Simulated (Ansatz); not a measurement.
input.yaml (Ansatz)

```yaml
crystal:
  lattice:
    - [4.3773312215, 0.0, 0.0]
    - [-2.1886656107, 3.7908800386, 0.0]
    - [0.0, 0.0, 2.7065396498]
  atoms:
    - { symbol: Ti, position: [1.0, 1.0, 0.0], spin: 1.0 }
    - { symbol: Ti, position: [0.3333333333, 0.6666666667, 0.5], spin: 1.0 }
    - { symbol: Ti, position: [0.6666666667, 0.3333333333, 0.5], spin: 1.0 }
hamiltonian:
  xc: mr2scan
  pseudopotentials:
    kind: paw
    azcp:
      Ti: "pseudopotentials/Ti.paw.azcp"
basis:
  ecutwfc: 500
  fft_grid_basis: typed
kpoints:
  mp_grid: { grid: [11, 11, 15], shift: [0, 0, 0] }
magnetization:
  spin_polarized: true
scf:
  occupations: { method: fermi_dirac, width: 0.05 }
output:
  stress: true
```

Output

```
Engine: ansatz 0.2.0, aarch64-unknown-linux-gnu
Pseudopotentials: kind: paw
Pseudopotential: Ti, paw, valence charge 12, recommended cutoff 500 eV (meta_gga) 
Functional definition: m-r2SCAN
  exchange = m_r2scan_x
  correlation = m_r2scan_c
Crystal: 3 atoms, lattice volume = 44.912 Å³
Basis set: ecut = 500 eV, 1131 PW (Γ), exchange–correlation on 128×128×80 points (64 copies of the dense FFT grid, shifted against one another)
Bands: 24, of which v1, the nominal top of the filled ones, is band 18 counted from 1 (17 counted from 0)
Symmetry: 24 space group operations
Space group: P6/mmm (ITA 191), of the structure as read, at distance tolerance 3.6e-5 Å
Magnetic group: BNS 191.233 (UNI 1463), of the structure as read, at distance tolerance 3.6e-5 Å
k-points: 128 of 1815
Non-local potential: Ti, projectors of the file, l = 0: 3, l = 1: 2, l = 2: 3, l = 3: 1
PAW form: soft (Blöchl's): semilocal exchange-correlation on the pseudo side does not see the compensation charge
PAW frozen core: Ti, regenerated for the run's functional (the file was generated under x = pbe(κ = 0.804, μ = 0.2195149727645171), c = pbe(β = 0.06672455060314922))
PAW one-centre angular grid: Ti, 590 points (default); XC on 160 Gauss nodes
Initial density: superposition of atomic densities (chi_scale 0.1, normalization cell)
Starting moments: Σ|m| = 3 μB on 3 of 3 sites
Initial wavefunctions: pseudopotential atomic-orbital guess
Functional: x = mr2scan, c = mr2scan; τ floored in thin density (d = 2e-4 eV/Å³)
SCF iter   1: F=—  HF=-7512.431881 eV  |F-HF|=—  |Δ(HF+E_count)|=         —  Δρ=7.16e-2 (↑7.16e-2 ↓2.31e-2)  dr2=2.08e0  dr2_τ=4.36e-2  dr2_m=7.00e-1  M=1.304 μB ∫|m|=1.304 μB  β_m=0.53  ethr=3.10e-3  ⟨swp⟩=4.2  Hψ=20823  notcnv=0
Mixer restart at iter 1: flushing history
SCF iter   2: F=—  HF=-7512.185262 eV  |F-HF|=—  |Δ(HF+E_count)|=   2.47e-1  Δρ=4.17e-2 (↑4.17e-2 ↓1.56e-2)  dr2=9.07e-1  dr2_τ=5.86e-3  dr2_m=2.11e-1  M=1.095 μB ∫|m|=1.095 μB  β_m=1.00  ethr=3.10e-3  ⟨swp⟩=2.6  Hψ=11801  notcnv=0  defer=134  κ⁻¹=1.0e0(r=1)
SCF iter   3: F=—  HF=-7512.399582 eV  |F-HF|=—  |Δ(HF+E_count)|=   2.14e-1  Δρ=7.31e-3 (↑6.69e-3 ↓7.31e-3)  dr2=3.71e-2  dr2_τ=1.36e-3  dr2_m=5.59e-3  M=0.542 μB ∫|m|=0.542 μB  β_m=0.97  ethr=2.52e-3  ⟨swp⟩=2.8  Hψ=11546  notcnv=0  defer=134  κ⁻¹=4.1e-2(r=2)
SCF iter   4: F=—  HF=-7512.803867 eV  |F-HF|=—  |Δ(HF+E_count)|=         —  Δρ=9.64e-3 (↑8.24e-3 ↓9.64e-3)  dr2=1.21e-2  dr2_τ=1.81e-3  dr2_m=2.75e-2  M=-0.007 μB ∫|m|=0.049 μB  β_m=0.30  ethr=1.03e-4  ⟨swp⟩=2.5  Hψ=10119  notcnv=0  defer=93
Mixer restart at iter 4: flushing history
SCF iter   5: F=—  HF=-7512.815092 eV  |F-HF|=—  |Δ(HF+E_count)|=   1.12e-2  Δρ=6.24e-3 (↑5.28e-3 ↓6.24e-3)  dr2=4.55e-3  dr2_τ=1.79e-4  dr2_m=1.13e-2  M=0.022 μB ∫|m|=0.044 μB  β_m=0.48  ethr=3.36e-5  ⟨swp⟩=2.2  Hψ=8782  notcnv=0  defer=93  κ⁻¹=1.0e0(r=1)
SCF iter   6: F=—  HF=-7512.834043 eV  |F-HF|=—  |Δ(HF+E_count)|=   1.90e-2  Δρ=1.94e-3 (↑1.46e-3 ↓1.94e-3)  dr2=1.12e-3  dr2_τ=4.12e-5  dr2_m=8.96e-4  M=0.007 μB ∫|m|=0.020 μB  β_m=0.54  ethr=1.26e-5  ⟨swp⟩=2.2  Hψ=11350  notcnv=0  defer=93  κ⁻¹=1.8e-1(r=2)
...
SCF iter  15: F=—  HF=-7512.840066 eV  |F-HF|=—  |Δ(HF+E_count)|=  5.03e-10  Δρ=1.34e-6 (↑1.19e-6 ↓1.34e-6)  dr2=6.91e-11  dr2_τ=1.35e-11  dr2_m=6.10e-10  M=-0.000 μB ∫|m|=0.000 μB  β_m=0.30  ethr=1.00e-12  ⟨swp⟩=2.3  Hψ=9556  notcnv=0  defer=93  κ⁻¹=3.5e-7(r=8)
SCF iter  16: F=—  HF=-7512.840066 eV  |F-HF|=—  |Δ(HF+E_count)|=  7.03e-10  Δρ=8.95e-7 (↑8.95e-7 ↓8.29e-7)  dr2=5.85e-11  dr2_τ=5.45e-12  dr2_m=2.88e-10  M=0.000 μB ∫|m|=0.000 μB  β_m=0.39  ethr=1.00e-12  ⟨swp⟩=2.4  Hψ=10888  notcnv=0  defer=93  κ⁻¹=2.0e-7(r=8)
SCF iter  17: F=-7512.840066 eV  HF=-7512.840066 eV  |F-HF|=1.82e-12  |Δ(HF+E_count)|=  7.40e-10  Δρ=3.70e-7 (↑3.70e-7 ↓3.06e-7)  dr2=1.20e-10  dr2_τ=1.03e-12  dr2_m=2.79e-11  M=0.000 μB ∫|m|=0.000 μB  ethr=1.00e-12  ⟨swp⟩=2.2  Hψ=16400  notcnv=0
SCF 1 converged in 17 iterations: F = -7512.840066 eV  dr2 = 1.20e-10
WARN: the starting moments were not kept: the SCF closed with an absolute magnetisation of 3.0e-5 μB, where they sum to 3 μB in size (3 sites). That is at most 0.1 of that sum. Measured as dr2_m measures the in/out step, that magnetisation stands 1.3e-10 eV from none, at or under the dr2_threshold of 1.0e-7 eV: it is no larger than a step whose dr2_m would equal this threshold. The system may hold no moment; this SCF shows only that its start led to no more than that. To try another start: raise the starting moments (crystal.atoms[].spin, magnetization.per_species, magnetization.initial_magnetization, or on a non-collinear deck that types none of these the spinor_matrix: blocks that start its atoms; where the total moment is fixed, keep their sum and leave initial_magnetization as it is; typed ones take the place of any that the run laid by itself, positive ones on a crystal's lanthanoids without a Hubbard term where scf.initial_density.shell_occupations: [] is typed) or, if the notice of its spin-set hold's release reads "site moments contracting" or "site moments show no strong build", lengthen the hold (scf.mixing.spin_hold: { on: { confirm: 4 } }; for m-r²SCAN on two components see the key's manual first). Each may lead to a state that holds a moment. A second SCF, from the converged charge density, with the starting moments and any scf.initial_density.shell_occupations laid on it anew, would have followed, and was not run: the deck does not ask for one (magnetization.retry_lost_moments is false, the default). To let it run, set magnetization.retry_lost_moments: true and run the deck again, where that key's refused combinations let it; where memory then withholds it, that run's warning says so.
this state was not tested for a lower state beside it, because the mixer in use, unlike msr1, does not test its closes by its own steps (another_mixer; see scf.mixing.algorithm and scf.lower_state_search)
SCF converged after 17 iterations
Magnetization: 0.0000 μB (18.0000 up, 18.0000 down)
Absolute magnetization: 0.0000 μB (∫|ρ↑−ρ↓|, with the PAW one-centre terms)
Spin contamination: 0.0000 ħ² per cell (⟨S²⟩ above its minimum at these occupations)
Per-site moments (μB) at R_I (Å): [(1.1895381194131973e-5, 1.1164476055424999), (-5.507164426245961e-6, 1.042492010614693), (-5.507164426360094e-6, 1.042492010614693)]
Free energy (F): -7512.840066 eV
Harris-Foulkes:  -7512.840066 eV  (|F-HF|=1.82e-12)
Internal energy: -7512.819885 eV  (E = F + TS)
E sigma→0 (E₀):  -7512.829976 eV
Entropy (-TS):   -0.020182 eV (-6.727 meV/atom)
Fermi energy:    15.799879 eV
--- Per-component energies (eV) ---
  E_band       = -418.948464
  E_kinetic    = 830.094717
  E_local      = -2192.505723  (includes V_loc(G=0)·N_el)
  E_nonlocal   = 23.588227
  E_hartree    = 920.249106
  E_xc         = -282.389596
  E_vxc        = -403.907495  (∫ρ·V_xc dr)
  E_paw        = -3172.651481  (= ΣΔE_a)
  E_vpaw       = -544.452786  (= ΣTr[D̂ρ^β])
  E_aug_tail   = 0.000248  (compensation charges beyond the density's cutoff)
  E_vtau       = 27.736370  (kinetic-family band-sum trace: ∫τ·v_τ [+ j·A + Jᵃ·Aᵃ] dr)
  E_ewald      = -3638.445012
  E_core_change = -0.760371  (= ΣΔE_core)
  E_smearing   = -0.020182  (= −TS)
  E_closure    = 0.000000  (closes the sum)
  Σ components = -7512.840066   (vs F -7512.840066, Δ=0.00e0)
--- Stress (GPa, compression-positive) ---
       18.291809      -0.000000       0.000000
       -0.000000      18.291809       0.000000
        0.000000       0.000000      20.064469
  P = ⅓ Tr σ = 18.8827 GPa (188.827 kbar)
```
